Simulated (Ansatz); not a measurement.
CuCl:
```yaml
crystal:
  lattice:
    - [3.71737, 0.00000, 0.00000]
    - [-1.85869, 3.21934, 0.00000]
    - [0.00000, 0.00000, 6.18141]
  atoms:
    - { symbol: Cu, position: [0.33333, 0.66667, 0.00860] }
    - { symbol: Cu, position: [0.66667, 0.33333, 0.50860] }
    - { symbol: Cl, position: [0.33333, 0.66667, 0.37640] }
    - { symbol: Cl, position: [0.66667, 0.33333, 0.87640] }
```

Relaxed with PBEsol.

Task: Give the Bader charges and basin volumes of the independent atoms, plane-wave PAW PBEsol (Ansatz code).

Result: 

```
atom  Bader charge (e)  Bader volume (Å³)
----  ----------------  -----------------
Cu1              +0.58               14.3
Cl3              -0.58               22.6
```

Space group P6_3mc (wurtzite). The workflow started from an entry of the Crystallography Open Database (COD), which files this formula under 2 space groups. It is not the phase usual at ambient conditions (space group No. 216). Symmetry was held in the PBEsol relaxation; its stability against distortions is not shown here. The run is not spin-polarised.

Potentials: the later of the program's two PAW sets.
